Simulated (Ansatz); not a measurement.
**Bi: input and output**

The input, for Ansatz 0.2.0 (plane waves, PAW):

```yaml
crystal:
  lattice:
    - [3.916919, 0.0, 0.0]
    - [-1.95846, 3.392154, 0.0]
    - [0.0, 0.0, 6.217606]
  atoms:
    - { symbol: Bi, position: [0.3333, 0.6667, 0.25] }
    - { symbol: Bi, position: [0.6666, 0.3333, 0.75] }
  symmetry: { tolerance: 0.0003 }
kpoints:
  mp_grid: { grid: [10, 10, 6], shift: [0, 0, 0] }
  band_path:
    path:
      - [0.0, 0.0, 0.0]
      - [0.49999985, 1.9e-07, 0.0]
      - [0.33333324, 0.33333363, 0.0]
      - [0.0, 0.0, 0.0]
      - [0.0, 0.0, 0.5]
      - [0.49999985, 1.9e-07, 0.5]
      - [0.33333324, 0.33333363, 0.5]
      - [0.0, 0.0, 0.5]
      - [0.49999985, 1.9e-07, 0.5]
      - [0.49999985, 1.9e-07, 0.0]
      - [0.33333324, 0.33333363, 0.5]
    npoints: 6
magnetization:
  spin_polarized: false
scf:
  occupations: { method: methfessel_paxton, width: 0.1301 }
  lower_state_search: "off"
  max_iter: 200
hamiltonian:
  pseudopotentials: { kind: paw }
  xc: r2scan
basis:
  ecutwfc: 500
  fft_grid_basis: typed
output:
  forces: true
  stress: true
  eigenvalues: true
  bader: true
  populations: true
  elf: true
  write_potential: true
  volumetric_format: npy
  dos:
    e_range: [-12, 8]
    de: 0.05
    projected: { site_lists: { Bi: [Bi] } }
checkpoint:
  read: saved_state
```

The saved state is an earlier solution for the same cell, perhaps on another mesh. 

Parts of the output:

```
SCF iter   1: F=—  Δρ=6.56e-4  dr2=5.02e-4  dr2_τ=6.38e-4
SCF iter   2: F=—  S|Δr|=    0.00e0  Δρ=4.59e-4  dr2=3.02e-4  dr2_τ=6.56e-6
SCF iter   3: F=—  S|Δr|=    0.00e0  Δρ=1.67e-4  dr2=5.37e-5  dr2_τ=3.15e-7
SCF iter   4: F=—  S|Δr|=    0.00e0  Δρ=5.82e-5  dr2=3.38e-6  dr2_τ=1.24e-7
SCF iter   5: F=—  S|Δr|=    0.00e0  Δρ=1.32e-5  dr2=1.30e-7  dr2_τ=1.62e-8
SCF iter   6: F=-24820.9216 eV  S|Δr|=    0.00e0  Δρ=3.16e-6  dr2=1.11e-8  dr2_τ=2.03e-10
Free energy (F): -24820.9216 eV
Harris-Foulkes:  -24820.9216 eV  (|F-HF|=1.74e-8)
Internal energy: -24820.9230 eV  (E = F + TS)
E sigma→0 (E₀):  -24820.9220 eV
Entropy (-TS):   0.0014 eV (0.704 meV/atom)
Fermi energy:    7.6658 eV
--- Per-component energies (eV) ---
  E_band       = -299.8447
  E_kinetic    = 594.8643
  E_local      = -3217.5035  (includes V_loc(G=0)·N_el)
  E_nonlocal   = 1122.4588
  E_hartree    = 1038.9412
  E_xc         = -277.3527
  E_vxc        = -307.3430  (∫ρ·V_xc dr)
  E_paw        = -21377.4278  (= ΣΔE_a)
  E_vpaw       = -592.0888  (= ΣTr[D̂ρ^β])
  E_aug_tail   = -0.0006  (compensation charges beyond the density's cutoff)
  E_vtau       = 21.8834  (kinetic-family band-sum trace: ∫τ·v_τ [+ j·A + Jᵃ·Aᵃ] dr)
  E_ewald      = -2706.6539
  E_core_change = 1.7511  (= ΣΔE_core)
  E_smearing   = 0.0014  (= −TS)
--- Stress (GPa, compression-positive) ---
       -8.6705       0.0000       0.0000
        0.0000      -8.6705       0.0000
        0.0000       0.0000      -7.3814
  P = ⅓ Tr σ = -8.2408 GPa (-82.408 kbar)
--- Löwdin populations: 2 sites ---
  site symbol       q [e]
     0     Bi     14.9730
     1     Bi     14.9730
  spilling = 0.0018 (of n_electrons = 30.0000)
--- Bader charges: 2 sites ---
  site symbol  charge [e]  shift [e]
     0     Bi      0.0000     0.0000
     1     Bi      0.0000     0.0000
```

Origin: a known structure type with other elements, at an estimated volume, so it need not be a known compound.
